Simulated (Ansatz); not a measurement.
Input:

Os:
```
CELL_PARAMETERS angstrom
      2.73624     0.00000     0.00000
     -1.36812     2.36965     0.00000
      0.00000     0.00000     4.32270
ATOMIC_POSITIONS crystal
  Os 0.33333 0.66667 0.75000
  Os 0.66667 0.33333 0.25000
```

This is the PBE+D3(BJ)-relaxed structure. Tensor components refer to the Cartesian frame of this cell.

Problem. All from plane-wave PAW PBE+D3(BJ) (Ansatz code), unless another level is named. Predict the Hill bulk and shear moduli.

Solution. 419 and 278 GPa.

Problem. Give the elastic constants (relaxed ions, GPa).

Solution. C11 = 775, C12 = 231, C13 = 224, C33 = 868, C44 = 271.

Space group P6_3/mmc (hcp (Mg type)). The PBE+D3(BJ) relaxation kept the symmetry of its start. The run is not spin-polarised. The pairwise dispersion correction was not fitted to metals. As this level gives no gap, shear constants depend on the k-mesh and smearing (Fermi–Dirac, 0.1 eV here). Scalar-relativistic: spin–orbit coupling is off unless named, which matters more the heavier the elements.

Potentials: the later of the program's two PAW sets.
